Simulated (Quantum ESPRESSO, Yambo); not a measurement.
G0W0 results for CsH

```cif
data_HCs
_chemical_formula_sum 'H1 Cs1'
_space_group_name_H-M_alt 'Pm-3m'
_space_group_IT_number 221
_space_group_name_Hall '-P 4 2 3'
_cell_length_a 3.81841
_cell_length_b 3.81841
_cell_length_c 3.81841
_cell_angle_alpha 90.000
_cell_angle_beta 90.000
_cell_angle_gamma 90.000
loop_
_atom_site_label
_atom_site_type_symbol
_atom_site_symmetry_multiplicity
_atom_site_Wyckoff_symbol
_atom_site_fract_x
_atom_site_fract_y
_atom_site_fract_z
_atom_site_occupancy
H1 H 1 b 0.50000 0.50000 0.50000 1
Cs1 Cs 1 a 0.00000 0.00000 0.00000 1
```

The geometry is that of Materials Project entry mp-632319, symmetrised and not relaxed again.

Starting point: PBEsol (pw.x of Quantum ESPRESSO, ONCV potentials, without SOC). G0W0 in Yambo: 4×4×4 Γ-centred k mesh, 121 bands and a 10 Ry block in the screening, 121 bands in G with the Bruneval-Gonze terminator, plasmon pole fitted at 27.2 eV.

The PBEsol gap along the band path is 2.45 eV, the PBEsol gap between the mesh's edge points (R → X) comes out as 2.45 eV and the G0W0 gap between the same points is 4.43 eV. The PBEsol smallest direct gap on the mesh (at R) is 2.58 eV and the G0W0 direct gap at that point comes out as 4.55 eV.

```
k point  band  E PBEsol (eV)  E QP (eV)  shift (eV)     Z
-------  ----  -------------  ---------  ----------  ----
Γ          VB          -2.05      -3.60       -1.55  0.79
Γ          CB           3.24       3.91        0.67  0.83
X          VB          -0.26      -1.76       -1.50  0.79
X          CB           2.45       2.98        0.52  0.84
M          VB          -1.28      -2.76       -1.48  0.79
M          CB           4.30       5.02        0.72  0.83
R          VB           0.00      -1.45       -1.45  0.79
R          CB           2.58       3.09        0.51  0.84
```

Energies count from the PBEsol valence-band maximum.

Nearest settings tried, and what they do to the gap: 39 bands in G: -14 meV; 49 bands in W: -67 meV; 8 Ry block (171 vectors against 251): -16 meV. Not varied: mesh. So the settings aren't converged at that level.

The structure is a Materials Project entry; no match was found in the copy of COD used, and its stability was not checked.
